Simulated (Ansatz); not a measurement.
# Cd (bcc): energy against volume

All numbers below come from DFT, r2SCAN, plane waves (500 eV) with PAW, scalar-relativistic (Ansatz). The PAW files were generated under PBE, with cores re-solved for the functional.

The cell is scaled uniformly from the relaxed one, with fractional coordinates and shape fixed. Energies are extrapolated to zero smearing, pressures are those at the given smearing. Magnetic state: spin not included.

A Birch-Murnaghan fit gives V₀ = 22.06 Å³/atom, B₀ = 47 GPa, B₀′ = 6.2.

Q: What are the energy above the minimum and the pressure at 19.464 Å³/atom?

A: 61.0 meV/atom and 8.75 GPa as computed.

Q: What are the energy above the minimum and the pressure at 20.349 Å³/atom?

A: 23.9 meV/atom and 4.96 GPa as computed.

Q: What are the energy above the minimum and the pressure at 21.233 Å³/atom?

A: 5.0 meV/atom and 2.08 GPa as computed.
